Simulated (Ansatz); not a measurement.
Ca:
```yaml
crystal:
  lattice:
    - [-2.10848, 2.10848, 2.10848]
    - [2.10848, -2.10848, 2.10848]
    - [2.10848, 2.10848, -2.10848]
  atoms:
    - { symbol: Ca, position: [0.00000, 0.00000, 0.00000] }
```

Relaxed with LDA. Special points in fractions of this cell's reciprocal vectors: Γ (0.000, 0.000, 0.000); H (0.500, -0.500, 0.500); N (0.000, 0.000, 0.500); P (0.250, 0.250, 0.250).

Problem. List the band energies nearest the Fermi level at these points for the program Ansatz at the LDA level (PAW).

Solution. In eV from the Fermi level; about four levels below and three above (degenerate sets whole), none deeper than 8.9 eV; points with the same levels are listed once.

```json
[
 {"k": "Γ", "below": "-4.28", "above": "2.33 2.33 2.33"},
 {"k": "H", "below": "-0.13 -0.13", "above": "4.41 4.41 4.41"},
 {"k": "N", "below": "-1.02", "above": "0.15 1.26 3.45"},
 {"k": "P", "below": "–", "above": "0.34 0.34 0.34"}
]
```

Space group Im-3m (bcc (W type)). This is a known high-temperature phase of the composition, computed here at zero pressure and temperature. The LDA relaxation kept the symmetry of its start; its stability against distortions is not shown here.

Potentials: the later of the program's two PAW sets.
